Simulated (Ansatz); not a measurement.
Lu:
```xyz
2
Lattice="3.5039 0.0000 0.0000 -1.7519 3.0344 0.0000 0.0000 0.0000 5.4554" Properties=species:S:1:pos:R:3 pbc="T T T"
Lu     0.0000     2.0230     4.0916
Lu     1.7519     1.0115     1.3639
```

Relaxed with r²SCAN. Special points in fractions of this cell's reciprocal vectors: Γ (0.000, 0.000, 0.000); M (0.500, 0.000, 0.000); K (0.333, 0.333, 0.000); A (0.000, 0.000, 0.500); L (0.500, 0.000, 0.500); H (0.333, 0.333, 0.500).

Task: List the band energies nearest the Fermi level at these points for the program Ansatz at the r²SCAN level (PAW).

Result: In eV from the Fermi level; about four levels below and three above (degenerate sets whole), none deeper than 8.9 eV; points with the same levels are listed once.

```
k                                below                          above
-  -----------------------------------  -----------------------------
Γ        -4.89 -4.89 -4.87 -4.86 -2.40                 0.57 2.45 2.45
M              -2.39 -1.43 -0.83 -0.44                 1.75 2.10 2.64
K              -1.04 -1.04 -0.73 -0.62                 1.46 1.46 2.99
A              -4.87 -4.87 -4.54 -4.54  1.38 1.38 2.36 2.36 2.36 2.36
L  -4.89 -4.89 -4.89 -4.89 -2.11 -2.11            0.09 0.09 1.47 1.47
H              -0.51 -0.51 -0.46 -0.46            0.33 0.33 3.74 3.74
```

Space group P6_3/mmc (hcp (Mg type)). The cell was relaxed with r²SCAN under the symmetry of its start; of distortions, only those at the zone centre were tested. Spin–orbit coupling is left out wherever it is not named.

Potentials: the later of the program's two PAW sets.
